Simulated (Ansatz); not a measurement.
Input and output for BAs (zincblende type): DFT, r2SCAN, PAW with Ansatz's default frozen-core files, scalar-relativistic (Ansatz 0.2.0). This run: volume at 0.75 of the series' base cell.

The cell comes from a relaxation on PAW files under the same functional, begun from a prototype that needn't be the stable phase.

Command: `ansatz run input.yaml --threads 1 --pin off --max-ram 2048MiB --backend cpu --events-out ev --progress --plain --runs-dir out` It took 7.1 s on 1 thread of Arm Neoverse V2 (shared host), peak memory 0.38 GiB.

```yaml
crystal:
  lattice:
    - [0.0, 2.1731462575, 2.1731462575]
    - [2.1731462575, 0.0, 2.1731462575]
    - [2.1731462575, 2.1731462575, 0.0]
  atoms:
    - { symbol: B, position: [0.0, 0.0, 0.0] }
    - { symbol: As, position: [0.25, 0.25, 0.25] }
kpoints:
  mp_grid: { grid: [15, 15, 15] }
scf:
  occupations: { method: fermi_dirac, width: 0.1 }
hamiltonian:
  xc: r2scan
  pseudopotentials: { kind: paw }
output:
  forces: true
  stress: true
  eigenvalues: true
  populations: true
```

Output:

```
Engine: ansatz 0.2.0
Pseudopotentials: kind: paw
Pseudopotential: B, paw, valence charge 3, recommended cutoff 500 eV (meta_gga), B.paw.azcp
Pseudopotential: As, paw, valence charge 15, recommended cutoff 500 eV (meta_gga), As.paw.azcp
Functional definition: r2SCAN
  parameter k0 = 0.174
  parameter k1 = 0.065
  parameter a1 = 4.9479
  exchange = r2scan_x(k0 = k0, k1 = k1, a1 = a1)
  correlation = r2scan_c
Crystal: 2 atoms, lattice volume = 20.526 Å³
Basis set: ecut = 500 eV, 531 PW (Γ), exchange–correlation on 96×96×96 points (64 copies of the dense FFT grid, shifted against one another)
Bands: 13, of which v1, the nominal top of the filled ones, is band 9 counted from 1 (8 counted from 0)
Symmetry: 24 space group operations
Space group: F-43m (ITA 216), of the structure as read, at distance tolerance 2.7e-5 Å
k-points: 120 of 3375 (time reversal used)
Non-local potential: B, projectors of the file, l = 0: 2, l = 1: 2, l = 2: 1
Non-local potential: As, projectors of the file, l = 0: 2, l = 1: 2, l = 2: 3, l = 3: 1
PAW form: soft (Blöchl's): semilocal exchange-correlation on the pseudo side does not see the compensation charge
PAW frozen core: B, regenerated for the run's functional (the file was generated under x = pbe(κ = 0.804, μ = 0.2195149727645171), c = pbe(β = 0.06672455060314922))
PAW frozen core: As, regenerated for the run's functional (the file was generated under x = pbe(κ = 0.804, μ = 0.2195149727645171), c = pbe(β = 0.06672455060314922))
PAW one-centre angular grid: B, 302 points (default); XC on 160 Gauss nodes
PAW one-centre angular grid: As, 590 points (default); XC on 160 Gauss nodes
Initial density: superposition of atomic densities (neutral atoms: chi_scale 0, normalization atom), corrected by the library's trained network
Initial wavefunctions: pseudopotential atomic-orbital guess
Functional: x = r2scan, c = r2scan; τ floored in thin density (d = 2e-4 eV/Å³)
SCF iter   1: F=—  HF=-5020.089375 eV  |F-HF|=—  |Δ(HF+E_count)|=         —  Δρ=4.70e-3  dr2=3.84e-3  dr2_τ=2.20e-1  ethr=1.77e-3  ⟨swp⟩=5.0  Hψ=9216  notcnv=0
preconditioner: auto → none  [insulator: Δε(μ)=1.005 eV  Ē_g=15.710 eV  σ=0.100 eV  W_gap=0.99  n_scr=8 (ndim 8)  ℏωp=23.2 eV  f_vac=0.000  D(μ)=0.00/eV (n_scr^D=0)  ε∞_Penn≈3.2]
SCF iter   2: F=—  HF=-5020.133878 eV  |F-HF|=—  |Δ(HF+E_count)|=   4.45e-2  Δρ=2.72e-3  dr2=8.10e-4  dr2_τ=5.99e-5  ethr=2.13e-5  ⟨swp⟩=2.0  Hψ=4080  notcnv=0
SCF iter   3: F=—  HF=-5020.134138 eV  |F-HF|=—  |Δ(HF+E_count)|=   2.60e-4  Δρ=1.40e-3  dr2=1.95e-4  dr2_τ=7.47e-6  ethr=4.50e-6  ⟨swp⟩=2.0  Hψ=2640  notcnv=0
SCF iter   4: F=—  HF=-5020.134240 eV  |F-HF|=—  |Δ(HF+E_count)|=   1.02e-4  Δρ=5.23e-4  dr2=3.42e-5  dr2_τ=1.91e-6  ethr=1.08e-6  ⟨swp⟩=1.0  Hψ=1560  notcnv=0
SCF iter   5: F=—  HF=-5020.134252 eV  |F-HF|=—  |Δ(HF+E_count)|=   1.23e-5  Δρ=7.04e-5  dr2=6.27e-7  dr2_τ=5.85e-8  ethr=1.90e-7  ⟨swp⟩=2.3  Hψ=1910  notcnv=0
SCF iter   6: F=-5020.134253 eV  HF=-5020.134253 eV  |F-HF|=1.81e-8  |Δ(HF+E_count)|=   4.36e-7  Δρ=1.24e-5  dr2=1.81e-8  dr2_τ=1.81e-9  ethr=5.56e-10  ⟨swp⟩=5.1  Hψ=7209  notcnv=0
SCF 1 converged in 6 iterations: F = -5020.134253 eV  dr2 = 1.81e-8
  greatest PAW one-centre occupation: 0.999 electrons in one spin orbital (limit 2), on the As atom at site 1 (counted from 0), in its partial waves of l = 2
SCF converged after 6 iterations
Free energy (F): -5020.134253 eV
Harris-Foulkes:  -5020.134253 eV  (|F-HF|=1.81e-8)
Internal energy: -5020.134203 eV  (E = F + TS)
E sigma→0 (E₀):  -5020.134228 eV
Entropy (-TS):   -0.000050 eV (-0.025 meV/atom)
Fermi energy:    16.703592 eV
--- Per-component energies (eV) ---
  E_band       = -146.387390
  E_kinetic    = 166.409229
  E_local      = -1437.745209  (includes V_loc(G=0)·N_el)
  E_nonlocal   = -656.728174
  E_hartree    = 846.363114
  E_xc         = -110.965702
  E_vxc        = -133.251232  (∫ρ·V_xc dr)
  E_paw        = -1929.196316  (= ΣΔE_a)
  E_vpaw       = 215.668098  (= ΣTr[D̂ρ^β])
  E_aug_tail   = -0.000008  (compensation charges beyond the density's cutoff)
  E_vtau       = 6.535930  (kinetic-family band-sum trace: ∫τ·v_τ [+ j·A + Jᵃ·Aᵃ] dr)
  E_ewald      = -1896.795288
  E_core_change = -1.475850  (= ΣΔE_core)
  E_smearing   = -0.000050  (= −TS)
  E_closure    = 0.000000  (closes the sum)
  Σ components = -5020.134253   (vs F -5020.134253, Δ=0.00e0)
--- Forces (eV/Å), atoms counted from 1 ---
  atom   1  B      0.00000000     0.00000000     0.00000000
  atom   2  As     0.00000000    -0.00000000     0.00000000
  max |Σ_I F_I| component: 4.35e-16 eV/Å
--- Stress (GPa, compression-positive) ---
       71.628937       0.000000       0.000000
        0.000000      71.628937       0.000000
        0.000000       0.000000      71.628937
  P = ⅓ Tr σ = 71.6289 GPa (716.289 kbar)
--- Band table (eV; the first three rows and the last of 120) ---
  k-point 0: bands = ["-20.9950", "-20.9950", "-20.9950", "-20.9254", "-20.9254", "-2.9864", "16.2108", "16.2108", "16.2108", "20.0743", "20.0743", "20.0743", "25.2044"]
  k-point 1: bands = ["-20.9946", "-20.9939", "-20.9939", "-20.9254", "-20.9254", "-2.8888", "15.3278", "15.9984", "15.9984", "20.3495", "20.3495", "20.4713", "25.3883"]
  k-point 2: bands = ["-20.9932", "-20.9907", "-20.9907", "-20.9252", "-20.9252", "-2.5967", "13.5037", "15.5171", "15.5171", "20.9532", "20.9678", "20.9678", "25.8623"]
  k-point 119: bands = ["-20.9840", "-20.9697", "-20.9450", "-20.9355", "-20.9162", "3.4219", "6.1397", "8.2303", "9.2578", "21.6104", "23.7782", "24.9926", "25.7462"]
--- Löwdin populations: 2 sites ---
  site symbol       q [e]
     0      B      3.7934
     1     As     14.1618
  spilling = 0.002489 (of n_electrons = 18.000000)
```

populations.tsv:

```
# site	symbol	l	j	q
# orbitals = lowdin
# n_electrons = 18.000000
# spilling = 0.002489
0	B	0_2S	-	0.830448
0	B	1_2P	-	2.962923
1	As	0_4S	-	1.134580
1	As	1_4P	-	3.041392
1	As	2_3D	-	9.985849
```

Next run (volume at 0.65 of the series' base cell), as changes to the input before:

```diff
   lattice:
-    - [0.0, 2.1731462575, 2.1731462575]
-    - [2.1731462575, 0.0, 2.1731462575]
-    - [2.1731462575, 2.1731462575, 0.0]
+    - [0.0, 2.0719200226, 2.0719200226]
+    - [2.0719200226, 0.0, 2.0719200226]
+    - [2.0719200226, 2.0719200226, 0.0]
   atoms:
```

Results part of the output:

```
SCF 1 converged in 6 iterations: F = -5018.374264 eV  dr2 = 5.60e-9
  greatest PAW one-centre occupation: 0.999 electrons in one spin orbital (limit 2), on the As atom at site 1 (counted from 0), in its partial waves of l = 2
SCF converged after 6 iterations
Free energy (F): -5018.374264 eV
Harris-Foulkes:  -5018.374264 eV  (|F-HF|=9.90e-10)
Internal energy: -5018.374163 eV  (E = F + TS)
E sigma→0 (E₀):  -5018.374213 eV
Entropy (-TS):   -0.000102 eV (-0.051 meV/atom)
Fermi energy:    19.724100 eV
--- Per-component energies (eV) ---
  E_band       = -100.981279
  E_kinetic    = 175.523493
  E_local      = -1301.709884  (includes V_loc(G=0)·N_el)
  E_nonlocal   = -655.959740
  E_hartree    = 797.857779
  E_xc         = -114.041099
  E_vxc        = -137.725565  (∫ρ·V_xc dr)
  E_paw        = -1929.103268  (= ΣΔE_a)
  E_vpaw       = 216.437022  (= ΣTr[D̂ρ^β])
  E_aug_tail   = -0.000008  (compensation charges beyond the density's cutoff)
  E_vtau       = 6.736798  (kinetic-family band-sum trace: ∫τ·v_τ [+ j·A + Jᵃ·Aᵃ] dr)
  E_ewald      = -1989.465586
  E_core_change = -1.475850  (= ΣΔE_core)
  E_smearing   = -0.000102  (= −TS)
  E_closure    = 0.000000  (closes the sum)
  Σ components = -5018.374264   (vs F -5018.374264, Δ=0.00e0)
--- Forces (eV/Å), atoms counted from 1 ---
  atom   1  B      0.00000000     0.00000000     0.00000000
  atom   2  As     0.00000000    -0.00000000    -0.00000000
  max |Σ_I F_I| component: 5.92e-16 eV/Å
--- Stress (GPa, compression-positive) ---
      141.051892       0.000000      -0.000000
        0.000000     141.051892       0.000000
       -0.000000       0.000000     141.051892
  P = ⅓ Tr σ = 141.0519 GPa (1410.519 kbar)
--- Band table (eV; the first three rows and the last of 120) ---
  k-point 0: bands = ["-18.3183", "-18.3183", "-18.3183", "-18.2121", "-18.2121", "-1.6599", "19.3247", "19.3247", "19.3247", "23.5241", "23.5241", "23.5241", "30.0080"]
  k-point 1: bands = ["-18.3175", "-18.3163", "-18.3163", "-18.2121", "-18.2121", "-1.5508", "18.3545", "19.0840", "19.0840", "23.8359", "23.8359", "24.0100", "30.0911"]
  k-point 2: bands = ["-18.3152", "-18.3111", "-18.3111", "-18.2120", "-18.2120", "-1.2243", "16.3504", "18.5429", "18.5429", "24.5244", "24.5244", "24.6775", "30.2784"]
  k-point 119: bands = ["-18.2983", "-18.2765", "-18.2411", "-18.2257", "-18.1979", "5.8268", "8.4372", "10.1219", "11.3160", "24.7493", "27.4229", "29.0485", "29.8011"]
--- Löwdin populations: 2 sites ---
  site symbol       q [e]
     0      B      3.9114
     1     As     14.0416
  spilling = 0.002614 (of n_electrons = 18.000000)
```

Next run (volume at 0.55 of the series' base cell), as changes to the input before:

```diff
   lattice:
-    - [0.0, 2.0719200226, 2.0719200226]
-    - [2.0719200226, 0.0, 2.0719200226]
-    - [2.0719200226, 2.0719200226, 0.0]
+    - [0.0, 1.9596992736, 1.9596992736]
+    - [1.9596992736, 0.0, 1.9596992736]
+    - [1.9596992736, 1.9596992736, 0.0]
   atoms:
   populations: true
+  write_density: true
+  write_potential: true
+  elf: true
+  volumetric_format: npy
```

Results part of the output:

```
SCF 1 converged in 6 iterations: F = -5014.991701 eV  dr2 = 7.91e-9
  greatest PAW one-centre occupation: 0.999 electrons in one spin orbital (limit 2), on the As atom at site 1 (counted from 0), in its partial waves of l = 2
SCF converged after 6 iterations
Free energy (F): -5014.991701 eV
Harris-Foulkes:  -5014.991701 eV  (|F-HF|=4.04e-9)
Internal energy: -5014.991479 eV  (E = F + TS)
E sigma→0 (E₀):  -5014.991590 eV
Entropy (-TS):   -0.000222 eV (-0.111 meV/atom)
Fermi energy:    23.746249 eV
--- Per-component energies (eV) ---
  E_band       = -41.153369
  E_kinetic    = 187.669591
  E_local      = -1137.110957  (includes V_loc(G=0)·N_el)
  E_nonlocal   = -654.667834
  E_hartree    = 740.923330
  E_xc         = -117.958073
  E_vxc        = -143.418858  (∫ρ·V_xc dr)
  E_paw        = -1928.980795  (= ΣΔE_a)
  E_vpaw       = 217.510170  (= ΣTr[D̂ρ^β])
  E_aug_tail   = -0.000010  (compensation charges beyond the density's cutoff)
  E_vtau       = 7.018484  (kinetic-family band-sum trace: ∫τ·v_τ [+ j·A + Jᵃ·Aᵃ] dr)
  E_ewald      = -2103.390881
  E_core_change = -1.475850  (= ΣΔE_core)
  E_smearing   = -0.000222  (= −TS)
  E_closure    = 0.000000  (closes the sum)
  Σ components = -5014.991701   (vs F -5014.991701, Δ=0.00e0)
--- Forces (eV/Å), atoms counted from 1 ---
  atom   1  B      0.00000000     0.00000000     0.00000000
  atom   2  As     0.00000000    -0.00000000    -0.00000000
  max |Σ_I F_I| component: 5.55e-16 eV/Å
--- Stress (GPa, compression-positive) ---
      268.518606      -0.000000      -0.000000
        0.000000     268.518606       0.000000
       -0.000000       0.000000     268.518606
  P = ⅓ Tr σ = 268.5186 GPa (2685.186 kbar)
--- Band table (eV; the first three rows and the last of 120) ---
  k-point 0: bands = ["-14.8522", "-14.8522", "-14.8522", "-14.6814", "-14.6814", "0.1545", "23.4478", "23.4478", "23.4478", "28.2005", "28.2005", "28.2005", "35.6646"]
  k-point 1: bands = ["-14.8507", "-14.8488", "-14.8488", "-14.6815", "-14.6815", "0.2777", "22.3725", "23.1774", "23.1774", "28.5538", "28.5538", "28.7817", "35.6567"]
  k-point 2: bands = ["-14.8466", "-14.8397", "-14.8397", "-14.6815", "-14.6815", "0.6471", "20.1433", "22.5705", "22.5705", "29.3216", "29.3216", "29.6494", "35.5466"]
  k-point 119: bands = ["-14.8125", "-14.7794", "-14.7349", "-14.6933", "-14.6588", "9.0408", "11.5709", "12.6672", "14.0972", "28.8961", "32.2252", "34.4667", "35.0765"]
--- Löwdin populations: 2 sites ---
  site symbol       q [e]
     0      B      4.0536
     1     As     13.8953
  spilling = 0.002843 (of n_electrons = 18.000000)
```

Next run (volume at 0.45 of the series' base cell), as changes to the input before:

```diff
   lattice:
-    - [0.0, 1.9596992736, 1.9596992736]
-    - [1.9596992736, 0.0, 1.9596992736]
-    - [1.9596992736, 1.9596992736, 0.0]
+    - [0.0, 1.8329025401, 1.8329025401]
+    - [1.8329025401, 0.0, 1.8329025401]
+    - [1.8329025401, 1.8329025401, 0.0]
   atoms:
   populations: true
-  write_density: true
-  write_potential: true
-  elf: true
-  volumetric_format: npy
```

Results part of the output:

```
SCF 1 converged in 6 iterations: F = -5008.496355 eV  dr2 = 1.99e-8
  greatest PAW one-centre occupation: 1.000 electrons in one spin orbital (limit 2), on the As atom at site 1 (counted from 0), in its partial waves of l = 2
SCF converged after 6 iterations
Free energy (F): -5008.496355 eV
Harris-Foulkes:  -5008.496355 eV  (|F-HF|=1.21e-8)
Internal energy: -5008.495929 eV  (E = F + TS)
E sigma→0 (E₀):  -5008.496142 eV
Entropy (-TS):   -0.000426 eV (-0.213 meV/atom)
Fermi energy:    29.415055 eV
--- Per-component energies (eV) ---
  E_band       = 41.836000
  E_kinetic    = 204.511563
  E_local      = -930.782647  (includes V_loc(G=0)·N_el)
  E_nonlocal   = -652.286477
  E_hartree    = 672.516729
  E_xc         = -123.073719
  E_vxc        = -150.834535  (∫ρ·V_xc dr)
  E_paw        = -1929.006035  (= ΣΔE_a)
  E_vpaw       = 218.768428  (= ΣTr[D̂ρ^β])
  E_aug_tail   = -0.000006  (compensation charges beyond the density's cutoff)
  E_vtau       = 7.422934  (kinetic-family band-sum trace: ∫τ·v_τ [+ j·A + Jᵃ·Aᵃ] dr)
  E_ewald      = -2248.899486
  E_core_change = -1.475850  (= ΣΔE_core)
  E_smearing   = -0.000426  (= −TS)
  E_closure    = 0.000000  (closes the sum)
  Σ components = -5008.496355   (vs F -5008.496355, Δ=0.00e0)
--- Forces (eV/Å), atoms counted from 1 ---
  atom   1  B      0.00000000    -0.00000000    -0.00000000
  atom   2  As     0.00000000    -0.00000000     0.00000000
  max |Σ_I F_I| component: 6.29e-16 eV/Å
--- Stress (GPa, compression-positive) ---
      523.244009      -0.000000      -0.000000
        0.000000     523.244009       0.000000
       -0.000000       0.000000     523.244009
  P = ⅓ Tr σ = 523.2440 GPa (5232.440 kbar)
--- Band table (eV; the first three rows and the last of 120) ---
  k-point 0: bands = ["-10.1551", "-10.1551", "-10.1551", "-9.8577", "-9.8577", "2.7947", "29.2012", "29.2012", "29.2012", "34.8905", "34.8905", "34.8905", "42.9640"]
  k-point 1: bands = ["-10.1521", "-10.1487", "-10.1487", "-9.8582", "-9.8582", "2.9363", "28.0041", "28.9008", "28.9008", "35.2925", "35.2925", "35.5706", "42.8010"]
  k-point 2: bands = ["-10.1439", "-10.1316", "-10.1316", "-9.8585", "-9.8585", "3.3611", "25.4905", "28.2215", "28.2215", "36.1538", "36.1538", "36.6624", "42.2934"]
  k-point 119: bands = ["-10.0684", "-10.0186", "-9.9733", "-9.8567", "-9.8208", "13.5724", "16.0651", "16.3045", "18.1136", "34.6908", "38.9376", "42.0322", "42.3326"]
--- Löwdin populations: 2 sites ---
  site symbol       q [e]
     0      B      4.2268
     1     As     13.7155
  spilling = 0.003205 (of n_electrons = 18.000000)
```

Next run (volume at 0.4 of the series' base cell), as changes to the input before:

```diff
   lattice:
-    - [0.0, 1.8329025401, 1.8329025401]
-    - [1.8329025401, 0.0, 1.8329025401]
-    - [1.8329025401, 1.8329025401, 0.0]
+    - [0.0, 1.7623352672, 1.7623352672]
+    - [1.7623352672, 0.0, 1.7623352672]
+    - [1.7623352672, 1.7623352672, 0.0]
   atoms:
   mp_grid: { grid: [15, 15, 15] }
+  band_path:
+    path:
+      - [0.0, 0.0, 0.0]
+      - [-0.5, -0.5, 0.0]
+      - [-0.375, -0.375, 0.25]
+      - [-0.375, 0.0, 0.375]
+      - [0.0, 0.0, 0.0]
+      - [0.0, 0.0, 0.5]
+      - [-0.5, -0.25, 0.25]
+      - [-0.5, -0.5, 0.0]
+    npoints: 8
 scf:
   populations: true
+  dos: { projected: true, de: 0.2, e_range: [-14, 8] }
+  write_density: true
+  write_potential: true
+  elf: true
+  volumetric_format: npy
```

Command: `ansatz run input.yaml --threads 1 --pin off --max-ram 2048MiB --backend cpu --events-out ev --progress --plain --runs-dir out` It took 5.4 s on 1 thread of Arm Neoverse V2, with other jobs on the host, peak memory 0.33 GiB.

Results part of the output:

```
SCF 1 converged in 6 iterations: F = -5003.129689 eV  dr2 = 2.67e-8
  greatest PAW one-centre occupation: 1.000 electrons in one spin orbital (limit 2), on the As atom at site 1 (counted from 0), in its partial waves of l = 2
NSCF: frozen V_eff on 57 k-points
SCF converged after 6 iterations
Free energy (F): -5003.129689 eV
Harris-Foulkes:  -5003.129689 eV  (|F-HF|=1.71e-8)
Internal energy: -5003.129180 eV  (E = F + TS)
E sigma→0 (E₀):  -5003.129435 eV
Entropy (-TS):   -0.000509 eV (-0.255 meV/atom)
Fermi energy:    33.247281 eV
--- Per-component energies (eV) ---
  E_band       = 96.955522
  E_kinetic    = 215.547466
  E_local      = -805.103697  (includes V_loc(G=0)·N_el)
  E_nonlocal   = -650.264772
  E_hartree    = 632.616635
  E_xc         = -126.238692
  E_vxc        = -155.429363  (∫ρ·V_xc dr)
  E_paw        = -1929.260539  (= ΣΔE_a)
  E_vpaw       = 219.281187  (= ΣTr[D̂ρ^β])
  E_aug_tail   = -0.000010  (compensation charges beyond the density's cutoff)
  E_vtau       = 7.692545  (kinetic-family band-sum trace: ∫τ·v_τ [+ j·A + Jᵃ·Aᵃ] dr)
  E_ewald      = -2338.949721
  E_core_change = -1.475850  (= ΣΔE_core)
  E_smearing   = -0.000509  (= −TS)
  E_closure    = 0.000000  (closes the sum)
  Σ components = -5003.129689   (vs F -5003.129689, Δ=0.00e0)
--- Forces (eV/Å), atoms counted from 1 ---
  atom   1  B      0.00000000     0.00000000    -0.00000000
  atom   2  As     0.00000000    -0.00000000     0.00000000
  max |Σ_I F_I| component: 5.55e-16 eV/Å
--- Stress (GPa, compression-positive) ---
      749.475401      -0.000000      -0.000000
       -0.000000     749.475401       0.000000
       -0.000000       0.000000     749.475401
  P = ⅓ Tr σ = 749.4754 GPa (7494.754 kbar)
--- Band table (eV; the first three rows and the last of 120) ---
  k-point 0: bands = ["-7.1043", "-7.1043", "-7.1043", "-6.6952", "-6.6952", "4.6232", "33.0548", "33.0548", "33.0548", "39.4287", "39.4287", "39.4287", "47.6517"]
  k-point 1: bands = ["-7.1000", "-7.0952", "-7.0952", "-6.6961", "-6.6961", "4.7762", "31.7879", "32.7383", "32.7383", "39.8614", "39.8614", "40.1586", "47.3519"]
  k-point 2: bands = ["-7.0881", "-7.0711", "-7.0711", "-6.6969", "-6.6969", "5.2358", "29.1004", "32.0177", "32.0177", "40.7811", "40.7811", "41.3715", "46.5884"]
  k-point 119: bands = ["-6.9732", "-6.9104", "-6.8743", "-6.6801", "-6.6476", "16.6152", "18.7655", "19.1222", "20.9211", "38.5708", "43.4323", "46.9060", "47.2963"]
--- Löwdin populations: 2 sites ---
  site symbol       q [e]
     0      B      4.3291
     1     As     13.6082
  spilling = 0.003480 (of n_electrons = 18.000000)
```

The PAW files were made under PBE.
